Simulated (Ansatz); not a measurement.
In$_{2}$O$_{3}$:
```cif
data_In12O18
_chemical_formula_sum 'In12 O18'
_space_group_name_H-M_alt 'R-3c :H'
_space_group_IT_number 167
_space_group_name_Hall '-R 3 2"c'
_cell_length_a 5.51272
_cell_length_b 5.51272
_cell_length_c 14.53407
_cell_angle_alpha 90.000
_cell_angle_beta 90.000
_cell_angle_gamma 120.000
loop_
_atom_site_label
_atom_site_type_symbol
_atom_site_symmetry_multiplicity
_atom_site_Wyckoff_symbol
_atom_site_fract_x
_atom_site_fract_y
_atom_site_fract_z
_atom_site_occupancy
In1 In 12 c 0.00000 0.00000 0.14255 1
O1 O 18 e 0.29580 0.29580 0.25000 1
```
(The calculation used a cell of 10 atoms; values per cell refer to that cell.)

Relaxed with PBEsol. The program Ansatz at the PBEsol level (PAW) gives a gap of 1.11 eV.

What gap does HSE06 give on the same cell (Ansatz, PAW)?

2.73 eV, 1.62 eV more. The hybrid was solved on a coarser mesh and at special points; the gap given is the minimum over both.

```
k   v1 PBEsol  c1 PBEsol  v1 HSE06  c1 HSE06
--  ---------  ---------  --------  --------
Γ       -0.05       1.11      0.00      2.73
T       -0.20       4.26     -0.18      5.96
L       -0.07       4.82         ?         ?
F       -0.04       5.04         ?         ?
S0      -0.08       5.15         ?         ?
H0      -0.16       5.44         ?         ?
```

Top valence (v1) and lowest conduction level (c1) in eV from each method's valence maximum (which need not be a listed point): supply the withheld HSE06 values.


- F, v1 HSE06: -0.03
- F, c1 HSE06: 6.86
- H0, v1 HSE06: -0.14
- H0, c1 HSE06: 7.30
- L, v1 HSE06: -0.07
- L, c1 HSE06: 6.59
- S0, v1 HSE06: -0.06
- S0, c1 HSE06: 6.99

Cost on shared cores: the PBEsol run (SCF on a 6×6×6 mesh, then bands and DOS) very roughly 2.4 core-minutes, the HSE06 run (SCF on 4×4×4, then a few points) around 3 core-minutes (rough); the tasks are unlike.

The workflow started from a Materials Project entry (that database holds measured and hypothetical structures alike); the Crystallography Open Database files this formula in space group No. 167, but the cells were not matched. It is not the phase usual at ambient conditions (space group No. 206). The cell was relaxed with PBEsol under the symmetry of its start; whether a distortion lowers the energy is not shown. Scalar-relativistic: spin–orbit coupling is off unless named, which matters more the heavier the elements.

Potentials: the earlier of the program's two PAW sets. The files were generated under PBE; for other functionals the program regenerates the frozen cores, and for LDA and PBEsol the local potential too.
